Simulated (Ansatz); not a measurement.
Each is relaxed and computed with the program Ansatz at the PBEsol level (PAW). Which is the only one with a gap?
(A) Ni2H, P-3m1 (Ni on 2d, H on 1a)
(B) NaGeAu, Imm2 (Na on 2a, Na on 2b, Ge on 4d, Au on 4d)
(C) NaHO, P2_1 (Na on 2a, H on 2a, O on 2a)
(D) NaBPt3, P6/mmm (B on 2d, Pt on 6i, Na on 1a, Na on 1b)

C, NaHO, P2_1 (Na on 2a, H on 2a, O on 2a). NaHO: gap 3.63 eV (indirect); NaBPt3: metal; NaGeAu: metal; Ni2H: metal. Spin orders computed, not proven ground states: Ni2H, P-3m1 (Ni on 2d, H on 1a) ferromagnetic. Standing as an ambient phase not checked: NaHO, P2_1 (Na on 2a, H on 2a, O on 2a); NaBPt3, P6/mmm (B on 2d, Pt on 6i, Na on 1a, Na on 1b); NaGeAu, Imm2 (Na on 2a, Na on 2b, Ge on 4d, Au on 4d); Ni2H, P-3m1 (Ni on 2d, H on 1a). All cells were relaxed under the symmetry of their starts (and spin orders); stability against distortions was not tested throughout. Rows with no word on spin ran without spin polarisation. Scalar-relativistic: spin–orbit coupling is off unless named, which matters more the heavier the elements.

Potentials: the later of the program's two PAW sets.
